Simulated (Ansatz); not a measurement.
## Ba2Cd3P4H2O16, one structure, two calculations

Cell: a measured structure from the Crystallography Open Database (COD) whose atoms were relaxed with PBE, the cell held.

Space group P2_1/c (No. 14); a = 8.0920, b = 9.1506, c = 9.8208 Å, β = 100.87°.

| site | Wyckoff | site symmetry | x | y | z |
| --- | --- | --- | --- | --- | --- |
| Ba | 4e | 1 | 0.0777 | 0.0203 | 0.2333 |
| Cd5 | 2d | -1 | 0.5000 | 0.0000 | 0.5000 |
| Cd7 | 4e | 1 | 0.6077 | 0.1392 | 0.1078 |
| H | 4e | 1 | 0.1080 | 0.1659 | 0.5817 |
| P15 | 4e | 1 | 0.3605 | 0.2977 | 0.2721 |
| P19 | 4e | 1 | 0.8566 | 0.2161 | 0.4478 |
| O23 | 4e | 1 | 0.3889 | 0.1343 | 0.3100 |
| O27 | 4e | 1 | 0.1678 | 0.3264 | 0.2295 |
| O31 | 4e | 1 | 0.4354 | 0.3996 | 0.3946 |
| O35 | 4e | 1 | 0.4448 | 0.3252 | 0.1448 |
| O39 | 4e | 1 | 0.8506 | 0.3777 | 0.4959 |
| O43 | 4e | 1 | 0.0478 | 0.1629 | 0.4778 |
| O47 | 4e | 1 | 0.7526 | 0.1220 | 0.5301 |
| O51 | 4e | 1 | 0.8116 | 0.2019 | 0.2894 |

One atom of each set is listed.

First run. The numbers come from a DFT calculation in Ansatz (PBE, plane waves and PAW, scalar-relativistic, 420 eV cutoff, Γ-centred 3×3×3 k-points, Fermi–Dirac smearing 0.02 eV).

```
site  V_zz (10²¹ V/m²)     η
  Ba             -5.16  0.90
 Cd5              3.47  0.70
 Cd7              8.35  0.75
   H              1.71  0.13
 P15             -0.29  0.72
 P19              2.67  0.18
 O23              8.83  0.20
 O27              8.48  0.13
 O31              8.87  0.89
 O35              9.11  0.74
 O39              7.84  0.30
 O43             10.33  0.86
 O47              8.73  0.25
 O51              9.07  0.17
```

Second run. The same atoms and settings, except that the cutoff is 350 eV.

(1) Given the first result, estimate the second.

Results:

(1) 

```
site   V_zz     η  change of V_zz
  Ba  -5.15  0.91           +0.01
 Cd5   3.45  0.70           -0.02
 Cd7   8.35  0.74            0.00
   H   1.73  0.13           +0.02
 P15  -0.29  0.71            0.00
 P19   2.66  0.18           -0.01
 O23   8.70  0.20           -0.13
 O27   8.36  0.12           -0.12
 O31   8.75  0.89           -0.12
 O35   8.98  0.74           -0.13
 O39   7.73  0.30           -0.11
 O43  10.18  0.86           -0.15
 O47   8.62  0.25           -0.11
 O51   8.94  0.17           -0.13
```

The largest change of V_zz is on O43, from 10.33 to 10.18. In per cent, |V_zz| changes by 0 on Ba, -1 to 0 on Cd, +1 on H, 0 on P, -1 on O (all sites that start above 0.5).

Without spin–orbit coupling (the program notes it for Ba and Cd) the gradients are little affected as a rule: paired runs on crystals with a gap mostly move them by under 2 % at such atoms. The entry's hydrogen positions were far off; the other atoms hardly move on relaxation.
